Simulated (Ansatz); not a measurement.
Harmonic vibrational thermodynamics of Se (simple cubic, space group No. 221) at fixed volume, DFT-PBEsol in the program Ansatz with PAW potentials. The rows extrapolate the 0 K crystal and know nothing of melting or changes of phase.

```tsv
T (K)	F_vib (meV/atom)	S (J/K per mol of atoms)	C_V (J/K per mol of atoms)
50	19.1	6.8	12.0
100	12.6	?	?
200	-14.9	33.5	23.6
300	-55.0	43.3	24.3
400	-103.7	50.3	24.6
600	-219.1	60.3	24.8
800	?	67.5	?
1000	?	73.0	?
```

Problem. Complete the blanks.

Solution. 
- 1000, C_V (J/K per mol of atoms): 24.9
- 1000, F_vib (meV/atom): -497.7
- 800, F_vib (meV/atom): -351.9
- 800, C_V (J/K per mol of atoms): 24.9
- 100, C_V (J/K per mol of atoms): 20.1
- 100, S (J/K per mol of atoms): 18.2

Space group Pm-3m (simple cubic). The first step of the workflow began from a Materials Project structure, measured or hypothetical; the Crystallography Open Database copy checked does not list it. It is not the phase usual at ambient conditions (space group No. 152). Symmetry was held in the PBEsol relaxation; whether a distortion lowers the energy is not shown.

Potentials: the earlier of the program's two PAW sets. The files were generated under PBE; for other functionals the program regenerates the frozen cores, and for LDA and PBEsol the local potential too.
